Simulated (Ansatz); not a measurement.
**Structures of SiNi2: which is lowest?**

Plane-wave DFT in Ansatz with scalar-relativistic PAW potentials, cutoff 500 eV, Γ-centred meshes chosen by cell and gap, Gaussian smearing with energies taken to zero width. Every cell was relaxed (cell and atoms) in a run of its own, within the symmetry of its start. Functional: r2SCAN.

Relaxed structures (starts from databases or built by putting these elements on another compound's sites):
A. P6/mmm, 3 atoms in the computed cell, a = 3.917 Å, c = 2.446 Å; sites (symmetry × multiplicity) Si 6/mmm × 1, Ni -6m2 × 2; start: built
B. P6_3/mmc, 6 atoms in the computed cell, a = 3.870 Å, c = 4.927 Å; sites (symmetry × multiplicity) Si -6m2 × 2, Ni -3m. × 2 + -6m2 × 2; start: database
C. Pnma, 12 atoms in the computed cell, a = 4.940 Å, b = 3.695 Å, c = 7.007 Å; sites (symmetry × multiplicity) Si .m. × 4, Ni .m. × 4 + .m. × 4; start: database

**Question.** Rank them by energy. Could pressure change the order?

**Answer.**
| structure | group | E − E(lowest) (meV/atom) | V (Å³/atom) | gap on mesh (eV) |
| --- | --- | --- | --- | --- |
| C | Pnma | 0.0 | 10.66 | 0.00 |
| B | P6_3/mmc | 50 | 10.65 | 0.00 |
| A | P6/mmm | 468 | 10.83 | 0.00 |

C is lowest, 50 meV/atom under B. The two lowest differ in volume by under 3 %, too little for a first-order estimate of what pressure does to that pair (other pairs aren't weighed here); with rigid cells even 3 % in favour of the higher one would need about 25 GPa. Other structures may lie lower than all of these, and vibrations aren't counted.

Spin polarisation was left out, and a magnetic state may lie lower.